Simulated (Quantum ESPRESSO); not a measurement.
# Computed records: YHf$_{3}$TaInGa$_{2}$ (simulated cell), TiAlIn$_{2}$CuIr$_{3}$ (simulated cell)

Computed with Quantum ESPRESSO 7.5. Calculation on a made-up metal alloy cell, not a measurement: no spin or spin-orbit, unrelaxed, 2900 K smearing, stress positive in tension, cell energy less fitted offsets; periodic Kohn-Sham density functional theory in plane waves with PseudoDojo standard norm-conserving scalar-relativistic pseudopotentials, each functional with its own files (v0.5 for PBE, v0.4.1 for LDA and PBEsol), eight atoms on drawn sites of a strained close-packed or body-centred lattice, each displaced and held fixed; the energy is the cell's free energy, ions and the entropy term -TS included, at the stated Fermi-Dirac width, less a fixed offset for each atom's element (shifted free energy); compositions with an open d shell lost a parallel starting moment in a cheaper test run, and other magnetic orders were not tried; an error bar is the largest change of its kind in a tighter rerun, never given below 0.002 eV, 0.02 GPa or 0.003 eV/angstrom, and covers cutoff and k-mesh only, not smearing or the files.

Common to all runs: functional pbe; fermi dirac smearing 0.25 eV; electrons removed 0.

Notes on all entries: heavy elements are run without spin-orbit coupling, which real alloys of them have; a spin test at this wide smearing found no moment, but such smearing suppresses magnetism that the real alloy may have; lattice, volume and sites are drawn at random and may be unstable or far from any real phase; energies are for the whole cell, less offsets fitted to these runs, so they are not formation energies.

```json
{"entry": 1, "formula": "YHf3TaInGa2", "kind": "simulated cell", "structure": {"cell_angstrom": [[4.7364, -2.7293, 0.0468], [-3.2106, -0.006, -5.1497], [3.2026, 5.5365, 0.0116]], "atoms_fractional": [["Ga", 0.01933, 0.00492, 0.01275], ["Hf", -0.01272, 0.01009, 0.49758], ["Ga", 0.07806, 0.49091, 0.35358], ["Y", 0.06555, 0.51296, 0.87349], ["Ta", 0.49197, -0.02583, 0.2473], ["Hf", 0.50785, 0.00269, 0.75094], ["Hf", 0.63387, 0.5168, 0.12839], ["In", 0.55253, 0.48942, 0.6204]]}, "settings": {"lattice_type": "hexagonal close-packed", "cutoff [eV]": 1088, "k_mesh": "5 x 5 x 4 shifted half a step off Gamma on each axis", "atom_site": [1, 2, 3, 4, 5, 6, 7, 8], "atom_energy_offset [eV]": [-2081.03, -1535.13, -2081.03, -1110.52, -1771.44, -1535.13, -1535.13, -1808.02]}, "results": {"entropy_term_negative_ts [eV]": -1.558, "pressure [GPa]": -4.22, "stress_xx [GPa]": 4.56, "stress_yy [GPa]": 4.29, "stress_zz [GPa]": 3.81, "stress_yz [GPa]": 0.94, "stress_xz [GPa]": 2.09, "stress_xy [GPa]": 3.57, "force_site": [1, 2, 3, 4, 5, 6, 7, 8], "force_x [eV/angstrom]": [-0.244, 0.535, 0.159, 0.794, 0.454, -0.223, -1.637, 0.163], "force_y [eV/angstrom]": [-0.02, -0.546, 0.115, -0.882, 0.088, 0.225, 1.606, -0.586], "force_z [eV/angstrom]": [-0.351, 0.669, -0.179, 0.623, -0.802, 0.169, -0.078, -0.052], "shifted_free_energy [eV]": 0.04}, "notes": ["error bars: energy 0.002 eV, stress 0.02 GPa, force 0.0034 eV/Å, from a tighter rerun of a related cell, whose elements or sites may differ"]}
{"entry": 2, "formula": "YHf3TaInGa2", "kind": "simulated cell", "structure": {"cell_angstrom": [[4.7364, -2.7293, 0.0468], [-3.2106, -0.006, -5.1497], [3.2026, 5.5365, 0.0116]], "atoms_fractional": [["Ga", 0.01933, 0.00492, 0.01275], ["Hf", -0.01272, 0.01009, 0.49758], ["Ga", 0.07806, 0.49091, 0.35358], ["Y", 0.06555, 0.51296, 0.87349], ["Ta", 0.49197, -0.02583, 0.2473], ["Hf", 0.52366, 0.00286, 0.75873], ["Hf", 0.63387, 0.5168, 0.12839], ["In", 0.55253, 0.48942, 0.6204]]}, "settings": {"lattice_type": "hexagonal close-packed", "cutoff [eV]": 1088, "k_mesh": "5 x 5 x 4 shifted half a step off Gamma on each axis", "atom_site": [1, 2, 3, 4, 5, 6, 7, 8], "atom_energy_offset [eV]": [-2081.03, -1535.13, -2081.03, -1110.52, -1771.44, -1535.13, -1535.13, -1808.02]}, "results": {"entropy_term_negative_ts [eV]": -1.549, "pressure [GPa]": -4.11, "stress_xx [GPa]": 4.67, "stress_yy [GPa]": 4.05, "stress_zz [GPa]": 3.62, "stress_yz [GPa]": 1.03, "stress_xz [GPa]": 2.2, "stress_xy [GPa]": 3.79, "force_site": [1, 2, 3, 4, 5, 6, 7, 8], "force_x [eV/angstrom]": [-0.198, 0.673, 0.171, 0.842, 0.505, -0.55, -1.648, 0.206], "force_y [eV/angstrom]": [-0.026, -0.617, 0.108, -0.946, 0.103, 0.38, 1.596, -0.598], "force_z [eV/angstrom]": [-0.373, 0.627, -0.171, 0.457, -0.798, 0.278, -0.087, 0.067], "shifted_free_energy [eV]": 0.078}, "notes": ["error bars: energy 0.002 eV, stress 0.02 GPa, force 0.0034 eV/Å, from a tighter rerun of a related cell, whose elements or sites may differ"]}
{"entry": 3, "formula": "YHf3TaInGa2", "kind": "simulated cell", "structure": {"cell_angstrom": [[4.7364, -2.7293, 0.0468], [-3.2106, -0.006, -5.1497], [3.2026, 5.5365, 0.0116]], "atoms_fractional": [["Ga", 0.01933, 0.00492, 0.01275], ["Hf", -0.01272, 0.01009, 0.49758], ["Ga", 0.07806, 0.49091, 0.35358], ["Y", 0.06555, 0.51296, 0.87349], ["Ta", 0.49197, -0.02583, 0.2473], ["Hf", 0.52794, 0.0029, 0.76085], ["Hf", 0.63387, 0.5168, 0.12839], ["In", 0.55253, 0.48942, 0.6204]]}, "settings": {"lattice_type": "hexagonal close-packed", "cutoff [eV]": 1088, "k_mesh": "5 x 5 x 4 shifted half a step off Gamma on each axis", "atom_site": [1, 2, 3, 4, 5, 6, 7, 8], "atom_energy_offset [eV]": [-2081.03, -1535.13, -2081.03, -1110.52, -1771.44, -1535.13, -1535.13, -1808.02]}, "results": {"entropy_term_negative_ts [eV]": -1.547, "pressure [GPa]": -4.07, "stress_xx [GPa]": 4.68, "stress_yy [GPa]": 3.96, "stress_zz [GPa]": 3.55, "stress_yz [GPa]": 1.05, "stress_xz [GPa]": 2.23, "stress_xy [GPa]": 3.84, "force_site": [1, 2, 3, 4, 5, 6, 7, 8], "force_x [eV/angstrom]": [-0.181, 0.705, 0.174, 0.856, 0.516, -0.638, -1.65, 0.217], "force_y [eV/angstrom]": [-0.027, -0.637, 0.106, -0.966, 0.107, 0.425, 1.594, -0.602], "force_z [eV/angstrom]": [-0.379, 0.616, -0.169, 0.408, -0.795, 0.309, -0.089, 0.099], "shifted_free_energy [eV]": 0.094}, "notes": ["error bars: energy 0.002 eV, stress 0.02 GPa, force 0.0034 eV/Å, from a tighter rerun of a related cell, whose elements or sites may differ"]}
{"entry": 4, "formula": "TiAlIn2CuIr3", "kind": "simulated cell", "structure": {"cell_angstrom": [[-4.1412, -0.061, 0.0132], [-0.0742, -3.999, 4.0077], [0.0849, 6.0535, 2.0588]], "atoms_fractional": [["Ir", -0.02189, -0.00751, 0.00339], ["Al", -0.01458, 0.23489, 0.47889], ["Ir", 0.02792, 0.50644, 0.0284], ["In", -0.04832, 0.73216, 0.50337], ["Ti", 0.47096, 0.16194, 0.77914], ["In", 0.47441, 0.39812, 0.25039], ["Ir", 0.49761, 0.62287, 0.74205], ["Cu", 0.51838, 0.8821, 0.24347]]}, "settings": {"lattice_type": "face-centred cubic", "cutoff [eV]": 1252, "k_mesh": "6 x 5 x 4 shifted half a step off Gamma on each axis", "atom_site": [1, 2, 3, 4, 5, 6, 7, 8], "atom_energy_offset [eV]": [-3133.86, -63.26, -3133.86, -1808.02, -1615.4, -1808.02, -3133.86, -5159.25]}, "results": {"entropy_term_negative_ts [eV]": -1.074, "pressure [GPa]": -3.33, "stress_xx [GPa]": 5.28, "stress_yy [GPa]": 1.07, "stress_zz [GPa]": 3.63, "stress_yz [GPa]": 1.55, "stress_xz [GPa]": 1.06, "stress_xy [GPa]": 2.02, "force_site": [1, 2, 3, 4, 5, 6, 7, 8], "force_x [eV/angstrom]": [-0.01, 0.059, 1.248, -1.062, -0.153, -1.029, 0.578, 0.369], "force_y [eV/angstrom]": [0.239, 0.816, -2.957, -0.251, 0.225, 1.454, 1.102, -0.628], "force_z [eV/angstrom]": [0.168, -0.139, -0.512, 2.327, -0.3, -1.262, -0.308, 0.026], "shifted_free_energy [eV]": -0.257}, "notes": ["the copper pseudopotential is less sure than most, with forces differing by about three percent and pressure by about two GPa from a second method on plain copper", "error bars: energy 0.0026 eV, stress 0.044 GPa, force 0.0042 eV/Å, from a tighter rerun of a related cell, whose elements or sites may differ"]}
{"entry": 5, "formula": "TiAlIn2CuIr3", "kind": "simulated cell", "structure": {"cell_angstrom": [[-4.1412, -0.061, 0.0132], [-0.0742, -3.999, 4.0077], [0.0849, 6.0535, 2.0588]], "atoms_fractional": [["Ir", -0.02189, -0.00751, 0.00339], ["Al", -0.0146, 0.23945, 0.4819], ["Ir", 0.02792, 0.50644, 0.0284], ["In", -0.04832, 0.73216, 0.50337], ["Ti", 0.47096, 0.16194, 0.77914], ["In", 0.47441, 0.39812, 0.25039], ["Ir", 0.49761, 0.62287, 0.74205], ["Cu", 0.51838, 0.8821, 0.24347]]}, "settings": {"lattice_type": "face-centred cubic", "cutoff [eV]": 1252, "k_mesh": "6 x 5 x 4 shifted half a step off Gamma on each axis", "atom_site": [1, 2, 3, 4, 5, 6, 7, 8], "atom_energy_offset [eV]": [-3133.86, -63.26, -3133.86, -1808.02, -1615.4, -1808.02, -3133.86, -5159.25]}, "results": {"entropy_term_negative_ts [eV]": -1.073, "pressure [GPa]": -3.32, "stress_xx [GPa]": 5.3, "stress_yy [GPa]": 1.04, "stress_zz [GPa]": 3.61, "stress_yz [GPa]": 1.63, "stress_xz [GPa]": 1.02, "stress_xy [GPa]": 2.03, "force_site": [1, 2, 3, 4, 5, 6, 7, 8], "force_x [eV/angstrom]": [-0.009, 0.065, 1.252, -1.061, -0.158, -1.03, 0.582, 0.36], "force_y [eV/angstrom]": [0.247, 0.879, -2.96, -0.325, 0.242, 1.447, 1.098, -0.628], "force_z [eV/angstrom]": [0.191, -0.213, -0.511, 2.393, -0.302, -1.273, -0.318, 0.034], "shifted_free_energy [eV]": -0.253}, "notes": ["the copper pseudopotential is less sure than most, with forces differing by about three percent and pressure by about two GPa from a second method on plain copper", "error bars: energy 0.0026 eV, stress 0.044 GPa, force 0.0042 eV/Å, from a tighter rerun of a related cell, whose elements or sites may differ"]}
{"entry": 6, "formula": "TiAlIn2CuIr3", "kind": "simulated cell", "structure": {"cell_angstrom": [[-4.1412, -0.061, 0.0132], [-0.0742, -3.999, 4.0077], [0.0849, 6.0535, 2.0588]], "atoms_fractional": [["Ir", -0.02189, -0.00751, 0.00339], ["Al", -0.01467, 0.25618, 0.49295], ["Ir", 0.02792, 0.50644, 0.0284], ["In", -0.04832, 0.73216, 0.50337], ["Ti", 0.47096, 0.16194, 0.77914], ["In", 0.47441, 0.39812, 0.25039], ["Ir", 0.49761, 0.62287, 0.74205], ["Cu", 0.51838, 0.8821, 0.24347]]}, "settings": {"lattice_type": "face-centred cubic", "cutoff [eV]": 1252, "k_mesh": "6 x 5 x 4 shifted half a step off Gamma on each axis", "atom_site": [1, 2, 3, 4, 5, 6, 7, 8], "atom_energy_offset [eV]": [-3133.86, -63.26, -3133.86, -1808.02, -1615.4, -1808.02, -3133.86, -5159.25]}, "results": {"shifted_free_energy [eV]": null}, "notes": ["the copper pseudopotential is less sure than most, with forces differing by about three percent and pressure by about two GPa from a second method on plain copper", "error bars: energy 0.0026 eV, stress 0.044 GPa, force 0.0042 eV/Å, from a tighter rerun of a related cell, whose elements or sites may differ"]}
{"entry": 7, "formula": "TiAlIn2CuIr3", "kind": "simulated cell", "structure": {"cell_angstrom": [[-4.1412, -0.061, 0.0132], [-0.0742, -3.999, 4.0077], [0.0849, 6.0535, 2.0588]], "atoms_fractional": [["Ir", -0.02189, -0.00751, 0.00339], ["Al", -0.01469, 0.2603, 0.49567], ["Ir", 0.02792, 0.50644, 0.0284], ["In", -0.04832, 0.73216, 0.50337], ["Ti", 0.47096, 0.16194, 0.77914], ["In", 0.47441, 0.39812, 0.25039], ["Ir", 0.49761, 0.62287, 0.74205], ["Cu", 0.51838, 0.8821, 0.24347]]}, "settings": {"lattice_type": "face-centred cubic", "cutoff [eV]": 1252, "k_mesh": "6 x 5 x 4 shifted half a step off Gamma on each axis", "atom_site": [1, 2, 3, 4, 5, 6, 7, 8], "atom_energy_offset [eV]": [-3133.86, -63.26, -3133.86, -1808.02, -1615.4, -1808.02, -3133.86, -5159.25]}, "results": {"stress_xz [GPa]": null, "stress_xy [GPa]": null}, "notes": ["the copper pseudopotential is less sure than most, with forces differing by about three percent and pressure by about two GPa from a second method on plain copper", "error bars: energy 0.0026 eV, stress 0.044 GPa, force 0.0042 eV/Å, from a tighter rerun of a related cell, whose elements or sites may differ"]}
{"entry": 8, "formula": "TiAlIn2CuIr3", "kind": "simulated cell", "structure": {"cell_angstrom": [[-4.1412, -0.061, 0.0132], [-0.0742, -3.999, 4.0077], [0.0849, 6.0535, 2.0588]], "atoms_fractional": [["Ir", -0.02189, -0.00751, 0.00339], ["Al", -0.01474, 0.27234, 0.50362], ["Ir", 0.02792, 0.50644, 0.0284], ["In", -0.04832, 0.73216, 0.50337], ["Ti", 0.47096, 0.16194, 0.77914], ["In", 0.47441, 0.39812, 0.25039], ["Ir", 0.49761, 0.62287, 0.74205], ["Cu", 0.51838, 0.8821, 0.24347]]}, "settings": {"lattice_type": "face-centred cubic", "cutoff [eV]": 1252, "k_mesh": "6 x 5 x 4 shifted half a step off Gamma on each axis", "atom_site": [1, 2, 3, 4, 5, 6, 7, 8], "atom_energy_offset [eV]": [-3133.86, -63.26, -3133.86, -1808.02, -1615.4, -1808.02, -3133.86, -5159.25]}, "results": {"shifted_free_energy [eV]": null, "stress_xx [GPa]": null, "stress_yz [GPa]": null}, "notes": ["the copper pseudopotential is less sure than most, with forces differing by about three percent and pressure by about two GPa from a second method on plain copper", "error bars: energy 0.0026 eV, stress 0.044 GPa, force 0.0042 eV/Å, from a tighter rerun of a related cell, whose elements or sites may differ"]}
```

Q: TiAlIn$_{2}$CuIr$_{3}$ (simulated cell) (entry 6): shifted free energy?
A: -0.221 eV

Q: TiAlIn$_{2}$CuIr$_{3}$ (simulated cell) (entry 7): stress xz?
A: 0.83 GPa

Q: Give the missing stress xy for TiAlIn$_{2}$CuIr$_{3}$ (simulated cell) (entry 7).
A: 2.09 GPa

Q: Give the missing shifted free energy for TiAlIn$_{2}$CuIr$_{3}$ (simulated cell) (entry 8).
A: -0.167 eV

Q: TiAlIn$_{2}$CuIr$_{3}$ (simulated cell) (entry 8): stress xx?
A: 5.21 GPa

Q: Estimate the stress yz of TiAlIn$_{2}$CuIr$_{3}$ (simulated cell) (entry 8).
A: 2.28 GPa

Further results for TiAlIn$_{2}$CuIr$_{3}$ (simulated cell) (entry 6):

- entropy term negative ts: -1.071 eV
- pressure: -3.17 GPa
- stress xx: 5.31 GPa
- stress yy: 0.81 GPa
- stress zz: 3.38 GPa
- stress yz: 1.95 GPa
- stress xz: 0.87 GPa
- stress xy: 2.08 GPa

Forces:
```csv
site,x (eV/Å),y (eV/Å),z (eV/Å)
1,-0.006,0.257,0.261
2,0.075,1.141,-0.488
3,1.264,-2.966,-0.506
4,-1.054,-0.61,2.643
5,-0.176,0.298,-0.312
6,-1.032,1.427,-1.316
7,0.598,1.083,-0.339
8,0.332,-0.629,0.057
```

Further results for TiAlIn$_{2}$CuIr$_{3}$ (simulated cell) (entry 7):

- entropy term negative ts: -1.071 eV
- pressure: -3.1 GPa
- stress xx: 5.29 GPa
- stress yy: 0.73 GPa
- stress zz: 3.29 GPa
- stress yz: 2.03 GPa
- shifted free energy: -0.21 eV

Forces:
```csv
site,x (eV/Å),y (eV/Å),z (eV/Å)
1,-0.006,0.255,0.276
2,0.074,1.213,-0.558
3,1.268,-2.966,-0.504
4,-1.051,-0.685,2.707
5,-0.18,0.31,-0.315
6,-1.033,1.424,-1.327
7,0.602,1.078,-0.34
8,0.326,-0.629,0.06
```

Further results for TiAlIn$_{2}$CuIr$_{3}$ (simulated cell) (entry 8):

- entropy term negative ts: -1.069 eV
- pressure: -2.86 GPa
- stress yy: 0.41 GPa
- stress zz: 2.95 GPa
- stress xz: 0.71 GPa
- stress xy: 2.13 GPa

Forces:
```csv
site,x (eV/Å),y (eV/Å),z (eV/Å)
1,-0.003,0.242,0.312
2,0.065,1.441,-0.768
3,1.278,-2.962,-0.497
4,-1.042,-0.917,2.902
5,-0.192,0.342,-0.324
6,-1.035,1.418,-1.359
7,0.62,1.065,-0.332
8,0.31,-0.63,0.067
```
